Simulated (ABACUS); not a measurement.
ABACUS run on Al2O3 (R-3c, 10 atoms in the cell; from Materials Project mp-1143, lattice scaled a little): self-consistent single point.

Level of theory: PBE-D3(BJ) with three-body term, numerical atomic orbitals DZP (confined pseudo-atomic orbitals with Gaussian additions; energy shift 0.003 Ry), PseudoDojo 0.5 standard norm-conserving PBE (tails mended) pseudopotentials (ABACUS).

```xyz
10
Lattice="2.3943 1.3824 4.3572 -2.3943 1.3824 4.3572 0.0000 -2.7648 4.3572" Properties=species:S:1:pos:R:3 pbc="T T T"
Al     0.0000     0.0000     1.9333
Al     0.0000     0.0000    11.1384
Al     0.0000     0.0000     4.6025
Al     0.0000     0.0000     8.4691
O      0.9283     1.3824     7.6251
O     -0.9283    -1.3824     5.4465
O     -1.6613     0.1128     7.6251
O      1.6613    -0.1128     5.4465
O      0.7330    -1.4952     7.6251
O     -0.7330     1.4952     5.4465
```

Reference input (self-consistent single point, DFT, PBE, numerical atomic orbitals DZP (confined pseudo-atomic orbitals with Gaussian additions; energy shift 0.003 Ry), PseudoDojo 0.5 standard norm-conserving PBE (tails mended) pseudopotentials): basis = DZP numerical atomic orbitals, energy shift 0.003 Ry; KPT = Gamma 8 8 8 0 0 0; basis_type = lcao; dft_functional = PBE; ecutwfc = 100 Ry; smearing_method = fixed; potentials = PseudoDojo 0.5 standard norm-conserving PBE (tails mended); symmetry = 1; ks_solver = genelpa; scf_nmax = 100; scf_thr = 1.0e-07; mixing_type = broyden. This run's input differs from it in these lines:

```diff
@@ -10,2 +10,4 @@
 smearing_method      fixed
+vdw_method           d3_bj
+vdw_abc              1
 ks_solver            genelpa
```

The program printed (abridged):

```
 SELF-CONSISTENT
 -------------------------------------------

DFT-D3 Dispersion correction parameters autoset
----------------------------------
 Parameters  Original   Autoset
----------------------------------
         s6    default     1.0000
         s8    default     0.7875
         a1    default     0.4289
         a2    default     4.4407
----------------------------------
XC functional: PBE

                  longest orb rcut (Bohr) = 9.5
   longest nonlocal projector rcut (Bohr) = 1.78
                     search radius (Bohr) = 22.6

                          real space grid = [ 64, 64, 64 ]
   [... lines left out ...]

 LCAO ALGORITHM --------------- ION=   1  ELEC=   8--------------------------------

 Density error is 3.38154409132e-07
 E_KohnSham     -218.2454693808      -2969.3819462630
 E_Fermi        0.5565356811         7.5720564030

 LCAO ALGORITHM --------------- ION=   1  ELEC=   9--------------------------------

 Density error is 7.88520003503e-08
 E_KohnSham     -218.2454693808      -2969.3819462630
 E_KS(sigma->0) -218.2454693808      -2969.3819462630
 E_entropy(-TS) 0.0000000000         0.0000000000
 E_vdwD3        -0.1584983114        -2.1564801589
 E_Fermi        0.5565352868         7.5720510389
 charge density convergence is achieved
 final etot is -2969.3819463 eV
 EFERMI = 7.5720510389 eV

 STATE ENERGY(eV) AND OCCUPATIONS    NSPIN == 1
   [... 31 lines left out ...]

 TOTAL-FORCE (eV/Angstrom)
                       Al1         0.0000000000         0.0000000000        -0.0715112786
                       Al2         0.0000000000         0.0000000000         0.0715112786
                       Al3         0.0000000000         0.0000000000         0.0715112786
                       Al4         0.0000000000         0.0000000000        -0.0715112786
                        O1        -0.0322315605         0.0000000000         0.0000000000
                        O2         0.0322315605         0.0000000000         0.0000000000
                        O3         0.0161157803        -0.0279133575         0.0000000000
   [... lines left out ...]

 TOTAL-STRESS (KBAR)
        10.3476125730         0.0000000000         0.0000000000
         0.0000000000        10.3476071957        -0.0000007917
         0.0000000000        -0.0000007917        -4.3142016875
 TOTAL-PRESSURE: 5.460339 KBAR

 --------------------------------------------
 !FINAL_ETOT_IS -2969.3819462629985537 eV
 --------------------------------------------
```

The run converged in 9 iterations. Against the reference run the pressure goes from 4.32 to 0.55 GPa and the gap on the mesh stays at 6.014 eV.

The atom-centred basis is finite, which shifts total energies, pressures and gaps against plane waves. The structure comes from a collection of computed structures, made at another level of theory; the collection holds predicted forms beside known ones. Its lattice was then scaled.

Cost on one core: roughly 120 core-seconds.

The atomic orbitals were generated for these runs; they are not ABACUS's published sets and were checked against plane waves on a few crystals only.

“Tails mended”: in these copies of the files the far tail of each local potential was reset to the Coulomb form.
